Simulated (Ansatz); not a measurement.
N:
```
N
1.0
    4.05940     0.00000     0.00000
    0.00000     4.05940     0.00000
    0.00000     0.00000     5.24034
N
4
Cartesian
  3.67296   3.67296   0.00000
  0.38644   0.38644   0.00000
  2.41614   1.64326   2.62017
  1.64326   2.41614   2.62017
```

Relaxed with r²SCAN+D4. Special points in fractions of this cell's reciprocal vectors: Γ (0.000, 0.000, 0.000); X (0.000, 0.500, 0.000); M (0.500, 0.500, 0.000); Z (0.000, 0.000, 0.500); R (0.000, 0.500, 0.500); A (0.500, 0.500, 0.500).

**Question.** List the band energies nearest the valence-band maximum at these points for r²SCAN+D4 (plane waves, PAW; program Ansatz).

**Answer.** In eV from the valence-band maximum; about four levels below and three above (degenerate sets whole), none deeper than 8.9 eV; points with the same levels are listed once.

```
k                          below                above
-  -----------------------------  -------------------
Γ  -1.34 -1.34 -1.23 -1.02 -0.19  7.67 8.68 9.04 9.04
X        -1.55 -1.55 -0.23 -0.23  8.81 8.81 8.82 8.82
M        -1.50 -1.50 -0.04 -0.04  8.56 8.56 9.64 9.64
Z        -1.35 -1.35 -0.41 -0.41  8.14 8.14 9.02 9.02
R        -1.33 -1.33 -0.29 -0.29  8.40 8.40 9.16 9.16
A          -1.55 -1.55 0.00 0.00  8.59 8.59 9.64 9.64
```

Space group P4_2/mnm. The workflow started from a Materials Project entry (that database holds measured and hypothetical structures alike); the Crystallography Open Database copy checked does not list it. It is not the usual solid phase (space group No. 205). The r²SCAN+D4 relaxation kept the symmetry of its start; whether a distortion lowers the energy is not shown. The substance is a gas or liquid at ambient conditions.

Potentials: the later of the program's two PAW sets.
